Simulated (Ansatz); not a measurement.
Relaxation of a relaxed Al cell displaced along its unstable phonon at q = Γ (92i cm⁻¹), largest move 0.15 Å; 3 atoms in the cell, which starts as P-3m1 (No. 164), hP3; a = b = 4.547 Å, c = 2.759 Å, α = β = 90.00°, γ = 120.00°. These are r2SCAN (plane waves to 500 eV, PAW, scalar-relativistic; Ansatz, a quantum-chemistry and plane-wave program) values and carry that method's errors. Γ-centred k-mesh 8×8×12 on the run's cell (coarser than for final values), Fermi–Dirac smearing 0.05 eV. This is the first round of the run. 

The optimiser's lines from the output (shortened; P is positive under compression):

```
relax step   1: F+E_penalty+E_count = -1620.82507274 eV  Δ(F+E_penalty+E_count) = +0.000e0 eV  max|allowed force component| = 1.026e-1 eV/Å  Δτ_max = 0.0000 Å  P = -0.287 GPa  Ω = 49.395 Å³  (6 SCF iters, dr2 threshold 1.00e-7 eV, accepted)
relax step   2: F+E_penalty+E_count = -1620.83707959 eV  Δ(F+E_penalty+E_count) = -1.201e-2 eV  max|allowed force component| = 1.198e-1 eV/Å  Δτ_max = 0.0379 Å  P = -0.053 GPa  Ω = 49.127 Å³  (4 SCF iters, dr2 threshold 3.00e-7 eV, accepted)
relax step   3: F+E_penalty+E_count = -1620.88528160 eV  Δ(F+E_penalty+E_count) = -4.820e-2 eV  max|allowed force component| = 6.892e-2 eV/Å  Δτ_max = 0.1985 Å  P = -0.803 GPa  Ω = 49.123 Å³  (6 SCF iters, dr2 threshold 3.00e-7 eV, accepted)
relax step   4: F+E_penalty+E_count = -1620.84330156 eV  Δ(F+E_penalty+E_count) = +4.198e-2 eV  max|allowed force component| = 2.249e-1 eV/Å  Δτ_max = 0.1929 Å  P = +4.295 GPa  Ω = 46.634 Å³  (6 SCF iters, dr2 threshold 3.00e-7 eV, rejected (line search))
relax step   5: F+E_penalty+E_count = -1620.89171437 eV  Δ(F+E_penalty+E_count) = -6.433e-3 eV  max|allowed force component| = 3.217e-3 eV/Å  Δτ_max = 0.0705 Å  P = +0.446 GPa  Ω = 48.342 Å³  (8 SCF iters, accepted)
relax step   6: F+E_penalty+E_count = -1620.89171154 eV  Δ(F+E_penalty+E_count) = +2.825e-6 eV  max|allowed force component| = 6.223e-4 eV/Å  Δτ_max = 0.0024 Å  P = +0.117 GPa  Ω = 48.503 Å³  (3 SCF iters, dr2 threshold 3.00e-7 eV, accepted)
relax step   7: F+E_penalty+E_count = -1620.89195052 eV  Δ(F+E_penalty+E_count) = -2.390e-4 eV  max|allowed force component| = 4.673e-3 eV/Å  Δτ_max = 0.0050 Å  P = -0.292 GPa  Ω = 48.764 Å³  (4 SCF iters, dr2 threshold 3.00e-7 eV, accepted)
relax step   8: F+E_penalty+E_count = -1620.89216222 eV  Δ(F+E_penalty+E_count) = -2.117e-4 eV  max|allowed force component| = 6.253e-4 eV/Å  Δτ_max = 0.0039 Å  P = -0.007 GPa  Ω = 48.591 Å³  (4 SCF iters, dr2 threshold 3.00e-7 eV, accepted)
relax step   9: F+E_penalty+E_count = -1620.89213331 eV  Δ(F+E_penalty+E_count) = +2.891e-5 eV  max|allowed force component| = 6.380e-4 eV/Å  Δτ_max = 0.0000 Å  P = -0.006 GPa  Ω = 48.591 Å³  stress off target by 1.12e-2 GPa  SCF on the basis re-selected at this cell (its energy is not comparable with the rows above)  (4 SCF iters)
```

From the first to the last row the energy changes by -0.02 eV/atom and the volume by -1.6 %. The last row is marked as not comparable with the walk above it, whose basis was carried along; it does compare with step 1, since both stand on a basis selected at the nominal cutoff for their own cell.

Step 4 was rejected by the optimiser.

Later rounds, restarted from the end of this one on a renewed k-mesh, logged 6 more steps and released under 0.01 eV/atom more. The final structure after all rounds: Im-3m (No. 229), cI2, bcc (W type); a = b = c = 3.189 Å, α = β = γ = 90.00°. Between re-selections the logged energies stand on a plane-wave basis carried along with the cell. No spin polarisation in the result.

The run could not lose the symmetry of its start, so the end can be a saddle point.

The relaxed structure here is a generated cell of Al: the first start was made by placing the elements on the sites of a structure type, and the end was not matched to a known phase here, so it may be hypothetical. Known forms of Al include space group No. 225.
